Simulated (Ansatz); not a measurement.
Ansatz (an electronic-structure program) input:

Ansatz 0.2 input:
```yaml
crystal:
  lattice:
    - [0.0, 7.3438557875, 7.3438557875]
    - [7.3438557875, 0.0, 7.3438557875]
    - [7.3438557875, 7.3438557875, 0.0]
  atoms:
    - { symbol: Si, position: [0.5, 0.5, 0.5] }
    - { symbol: Si, position: [0.75, 0.75, 0.75] }
    - { symbol: Si, position: [0.38949, 0.38949, 0.38949] }
    - { symbol: Si, position: [0.4184700001, 0.86051, 0.86051] }
    - { symbol: Si, position: [0.38949, 0.38949, 0.8315299999] }
    - { symbol: Si, position: [0.86051, 0.4184700001, 0.86051] }
    - { symbol: Si, position: [0.8315299999, 0.38949, 0.38949] }
    - { symbol: Si, position: [0.86051, 0.86051, 0.86051] }
    - { symbol: Si, position: [0.38949, 0.8315299999, 0.38949] }
    - { symbol: Si, position: [0.86051, 0.86051, 0.4184700001] }
    - { symbol: Si, position: [0.3643471474, 0.7532399259, 0.7532399259] }
    - { symbol: Si, position: [0.1208269991, 0.4967600741, 0.8856528526] }
    - { symbol: Si, position: [0.7532399259, 0.3643471474, 0.1291730009] }
    - { symbol: Si, position: [0.4967600741, 0.1208269991, 0.4967600741] }
    - { symbol: Si, position: [0.1291730009, 0.7532399259, 0.7532399259] }
    - { symbol: Si, position: [0.4967600741, 0.8856528526, 0.4967600741] }
    - { symbol: Si, position: [0.7532399259, 0.1291730009, 0.3643471474] }
    - { symbol: Si, position: [0.8856528526, 0.4967600741, 0.1208269991] }
    - { symbol: Si, position: [0.7532399259, 0.3643471474, 0.7532399259] }
    - { symbol: Si, position: [0.8856528526, 0.1208269991, 0.4967600741] }
    - { symbol: Si, position: [0.1291730009, 0.7532399259, 0.3643471474] }
    - { symbol: Si, position: [0.4967600741, 0.4967600741, 0.1208269991] }
    - { symbol: Si, position: [0.7532399259, 0.1291730009, 0.7532399259] }
    - { symbol: Si, position: [0.4967600741, 0.4967600741, 0.8856528526] }
    - { symbol: Si, position: [0.3643471474, 0.7532399259, 0.1291730009] }
    - { symbol: Si, position: [0.1208269991, 0.8856528526, 0.4967600741] }
    - { symbol: Si, position: [0.7532399259, 0.7532399259, 0.3643471474] }
    - { symbol: Si, position: [0.4967600741, 0.8856528526, 0.1208269991] }
    - { symbol: Si, position: [0.3643471474, 0.1291730009, 0.7532399259] }
    - { symbol: Si, position: [0.1208269991, 0.4967600741, 0.4967600741] }
    - { symbol: Si, position: [0.7532399259, 0.7532399259, 0.1291730009] }
    - { symbol: Si, position: [0.8856528526, 0.4967600741, 0.4967600741] }
    - { symbol: Si, position: [0.1291730009, 0.3643471474, 0.7532399259] }
    - { symbol: Si, position: [0.4967600741, 0.1208269991, 0.8856528526] }
kpoints:
  mp_grid: { grid: [3, 3, 3] }
hamiltonian:
  xc: r2scan
  pseudopotentials: { azcp: { folder: ./paw }, kind: paw }
scf:
  occupations: { method: fixed }
output:
  optics: { e_range: [0.0, 15.0], de: 0.05, sigma: 0.1, bands: { spectra_wanted_up_to: 12 eV } }
```

Output (shortened):

```
output.optics: the spectra are integrated over the Brillouin zone by k·p interpolation around the k-points, where levels, occupations, output.optics.sigma and …
Pseudopotential: Si, paw, valence charge 4
Functional definition: r2SCAN
Crystal: 34 atoms, lattice volume = 792.141 Å³
Basis set: ecut = 500 eV, 20107 PW (Γ), exchange–correlation on 320×320×320 points (64 copies of the dense FFT grid, shifted against one another)
Bands: 102, of which v1, the nominal top of the filled ones, is band 68 counted from 1 (67 counted from 0)
Symmetry: 48 space group operations
Space group: Fd-3m (ITA 227), of the structure as read, at distance tolerance 9.3e-5 Å
k-points: 4 of 27
SCF iter   1: F=—  HF=-21716.670017 eV  |F-HF|=—  |Δ(HF+E_count)|=         —  Δρ=4.19e-2  dr2=1.70e1  dr2_τ=2.60e-1  ethr=3.10e-3  ⟨swp⟩=5.0  Hψ=1765  notcnv=0  defer=116
preconditioner: auto → Resta (q_TF=auto, 2.034 Å⁻¹)
SCF iter   2: F=—  HF=-21715.195681 eV  |F-HF|=—  |Δ(HF+E_count)|=    1.47e0  Δρ=2.43e-2  dr2=5.43e0  dr2_τ=8.44e-3  ethr=3.10e-3  ⟨swp⟩=2.5  Hψ=663  notcnv=0  defer=123
SCF iter   3: F=—  HF=-21714.897559 eV  |F-HF|=—  |Δ(HF+E_count)|=   2.98e-1  Δρ=3.40e-3  dr2=2.25e-1  dr2_τ=1.73e-3  ethr=3.10e-3  ⟨swp⟩=3.8  Hψ=633  notcnv=0  defer=125
SCF iter   4: F=—  HF=-21714.902011 eV  |F-HF|=—  |Δ(HF+E_count)|=   4.45e-3  Δρ=1.23e-3  dr2=4.75e-2  dr2_τ=1.41e-4  ethr=1.66e-4  ⟨swp⟩=2.0  Hψ=467  notcnv=0  defer=125
SCF iter   5: F=—  HF=-21714.910219 eV  |F-HF|=—  |Δ(HF+E_count)|=   8.21e-3  Δρ=4.19e-4  dr2=4.44e-3  dr2_τ=1.32e-5  ethr=3.50e-5  ⟨swp⟩=2.8  Hψ=520  notcnv=0  defer=125
SCF iter   6: F=—  HF=-21714.914757 eV  |F-HF|=—  |Δ(HF+E_count)|=   4.54e-3  Δρ=1.14e-4  dr2=2.20e-4  dr2_τ=1.19e-6  ethr=3.26e-6  ⟨swp⟩=2.0  Hψ=487  notcnv=0  defer=126
SCF iter   7: F=—  HF=-21714.915361 eV  |F-HF|=—  |Δ(HF+E_count)|=   6.05e-4  Δρ=2.45e-5  dr2=9.38e-6  dr2_τ=7.11e-8  ethr=1.62e-7  ⟨swp⟩=2.0  Hψ=569  notcnv=0  defer=126
SCF iter   8: F=—  HF=-21714.915618 eV  |F-HF|=—  |Δ(HF+E_count)|=   2.57e-4  Δρ=5.28e-6  dr2=7.78e-7  dr2_τ=3.04e-9  ethr=6.90e-9  ⟨swp⟩=2.0  Hψ=601  notcnv=0  defer=123
SCF iter  12: F=-21714.915620 eV  HF=-21714.915620 eV  |F-HF|=1.46e-11  |Δ(HF+E_count)|=  3.71e-10  Δρ=1.93e-8  dr2=5.63e-12  dr2_τ=4.33e-14  ethr=1.00e-12  ⟨swp⟩=18.5  Hψ=3084  notcnv=0
SCF 1 converged in 12 iterations: F = -21714.915620 eV  dr2 = 5.63e-12
NSCF: frozen V_eff on 4 k-points
Optics k sum: 0 of 4 k-points
Optics k sum: 1 of 4 k-points
Optics k sum: 2 of 4 k-points
Optics k sum: 3 of 4 k-points
Optics k sum: 4 of 4 k-points
Optics k sum: 0 of 4 k-points
Optics k sum: 1 of 4 k-points
Optics k sum: 2 of 4 k-points
Optics k sum: 3 of 4 k-points
Optics k sum: 4 of 4 k-points
NSCF: frozen V_eff on 1 k-points
NSCF: frozen V_eff on 1 k-points
NSCF: frozen V_eff on 1 k-points
NSCF: frozen V_eff on 1 k-points
output.optics: what the bands over the 221 summed would add to eps1, eps2 and the energy-loss function is held between a lower and an upper bound (11 Lanczos …
SCF converged after 12 iterations
Free energy (F): -21714.915620 eV
Harris-Foulkes:  -21714.915620 eV  (|F-HF|=1.46e-11)
Internal energy: -21714.915620 eV  (E = F + TS)
E sigma→0 (E₀):  -21714.915620 eV
Fermi energy:    4.373340 eV
--- Per-component energies (eV) ---
  E_band       = -71.991780
  E_kinetic    = 1372.915504
  E_local      = -2085.517966  (includes V_loc(G=0)·N_el)
  E_nonlocal   = 750.076594
  E_hartree    = 794.854966
  E_xc         = -1782.682221
  E_vxc        = -1716.474608  (∫ρ·V_xc dr)
  E_paw        = -17621.363181  (= ΣΔE_a)
  E_vpaw       = -50.950057  (= ΣTr[D̂ρ^β])
  E_aug_tail   = 0.000516  (compensation charges beyond the density's cutoff)
  E_vtau       = 68.248243  (kinetic-family band-sum trace: ∫τ·v_τ [+ j·A + Jᵃ·Aᵃ] dr)
  E_ewald      = -3140.601107
  E_core_change = -2.598725  (= ΣΔE_core)
  E_smearing   =  0.000000  (= −TS)
  E_closure    =  0.000000  (closes the sum)
  Σ components = -21714.915620   (vs F -21714.915620, Δ=0.00e0)
  [band-id]    e_kinetic+e_local+e_nonlocal+2·e_hartree+e_vxc+e_vpaw+e_augmentation_tail+e_vtau = -71.991842   (vs E_band -71.991780, Δ=-6.19e-5)
--- Band table (eV) ---
  k-point 0: bands = ["-7.8902", "-6.5713", "-6.5713", "-6.5713", "-6.1173", "-6.1173", "-6.1173", "-5.9029", "-5.9029", "-5.2529", "-5.0101", "-5.0101", "-5.0101", "-3.8123", "-3.8123", "-3.8123", "-3.2151", "-3.2151", "-3.0616", "-2.6242", "-1.8495", …
  k-point 1: bands = ["-7.7151", "-7.1072", "-6.6079", "-6.6079", "-6.3126", "-6.3126", "-5.9925", "-5.5268", "-5.5268", "-5.1281", "-4.8711", "-4.8711", "-4.4753", "-4.1538", "-4.1538", "-3.7885", "-3.2723", "-3.1801", "-3.1801", "-2.5940", "-2.5940", …
  k-point 2: bands = ["-7.6475", "-6.9532", "-6.8706", "-6.8706", "-6.4688", "-6.1405", "-5.6256", "-5.5255", "-5.5255", "-4.9133", "-4.9133", "-4.8185", "-4.4406", "-4.2706", "-4.0390", "-4.0390", "-3.4824", "-3.2627", "-2.9442", "-2.9442", "-2.3534", …
  k-point 3: bands = ["-7.4642", "-7.2228", "-7.0792", "-6.8035", "-6.2815", "-6.0019", "-5.8289", "-5.5335", "-5.4813", "-5.0927", "-4.6116", "-4.5735", "-4.5283", "-4.1592", "-3.9845", "-3.8636", "-3.5532", "-3.4636", "-3.4134", "-2.7607", "-2.6632", …
```

Cost: about 11 core-minutes (a rough figure) on shared cores.

The first step of the workflow began from a Materials Project structure, measured or hypothetical. Its sites differ from those of the usual phase in this space group: another stacking or structure type. The cell was relaxed with r²SCAN under the symmetry of its start; its stability against distortions is not shown here.

Potentials: the earlier of the program's two PAW sets.

Ansatz is a plane-wave DFT program.
